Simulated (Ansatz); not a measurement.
### Question
Each is relaxed and computed with r²SCAN in the plane-wave PAW code Ansatz. Which is the only one with a gap?
A) Cs2YAgF6, Fm-3m (Cs on 8c, Y on 4b, Ag on 4a, F on 24e)
B) YSi2, fluorite
C) Y3Si2Ni6, Im-3m (Y on 12e, Si on 8c, Ni on 24h)
D) Y2Si4Mo3, P2_1/c (Pearson symbol mP18)

### Answer
A, Cs2YAgF6, Fm-3m (Cs on 8c, Y on 4b, Ag on 4a, F on 24e). Cs2YAgF6: gap 3.89 eV (indirect); Y3Si2Ni6: metal; YSi2: metal; Y2Si4Mo3: metal. Constructed cells (a structure type filled with these elements, in neither database checked): YSi2, fluorite. Standing as an ambient phase not checked: Cs2YAgF6, Fm-3m (Cs on 8c, Y on 4b, Ag on 4a, F on 24e); Y3Si2Ni6, Im-3m (Y on 12e, Si on 8c, Ni on 24h); Y2Si4Mo3, P2_1/c (Pearson symbol mP18). Unstable at this level: YSi2, fluorite. All cells were relaxed under the symmetry of their starts (and spin orders); stability against distortions was not tested throughout. Rows with no word on spin ran without spin polarisation. Scalar-relativistic: spin–orbit coupling is off unless named, which matters more the heavier the elements.

Potentials: the later of the program's two PAW sets.
